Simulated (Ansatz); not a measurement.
CuI:
```
CELL_PARAMETERS angstrom
      4.07025     0.00000     0.00000
      0.00000     4.07025     0.00000
      0.00000     0.00000     6.40496
ATOMIC_POSITIONS crystal
  Cu 0.50000 0.50000 0.00000
  Cu 0.00000 0.00000 0.00000
  I  0.50000 0.00000 0.26355
  I  0.00000 0.50000 0.73645
```

Relaxed with r²SCAN+D4.

Map the electron localisation function on the plane through (0.500, 0.500, 0.000) spanned by u = [1, 0, 0] and v = [0, 0, 1] in lattice vectors, from DFT-r²SCAN+D4 in the program Ansatz with PAW potentials.

x is the fraction of u, y of v (the angle between them is 90°; rows are the nearest grid lines); atoms in the plane: Cu at (0.00, 0.00), I at (0.50, 0.74).
```
|@@+:...:::::::...:+@@|
|@#=:...-=====-...:=#@|
|::...:+***+***+:...::|
|....:+***+++***+:....|
|..:=*#*+=-:-=+*#*=:..|
|..:+##*+-...-+*##+:..|
|..-*##*=:.%.:=*##*-..|
| .-*##*+-:.:-+*##*-. |
|  -*###*+=-=+*###*-  |
|  .=#%%#######%%#=.  |
|   :+#%%%%%%%%%#+:   |
|   .-+#%%%%%%%#+-.   |
|      .-=+++=-.      |
|        .:::.        |
|                     |
|                     |
|                     |
|..                 ..|
|....             ....|
|.....           .....|
|.......       .......|
|:::.....     .....:::|
|@#=:.............:=#@|
|@@+:...:::::::...:+@@|
```
Scale: ten equal steps from 0.005 (start of ' ') to 0.930 (end of '@'), in the order ' .:-=+*#%@'; x runs from 0.000 to 1.00, y from 0.000 (bottom) to 1.00 (top).

The density is the valence pseudo-density with augmentation charge, so density and ELF within about 1 Å of a nucleus are not all-electron values.

Space group P4/nmm. The first step of the workflow began from a Materials Project structure, measured or hypothetical; the Crystallography Open Database copy checked does not list it. It is not the phase usual at ambient conditions (space group No. 216). The r²SCAN+D4 relaxation kept the symmetry of its start; its stability against distortions is not shown here. No spin polarisation was allowed. Spin–orbit coupling is left out wherever it is not named.

Potentials: the later of the program's two PAW sets.
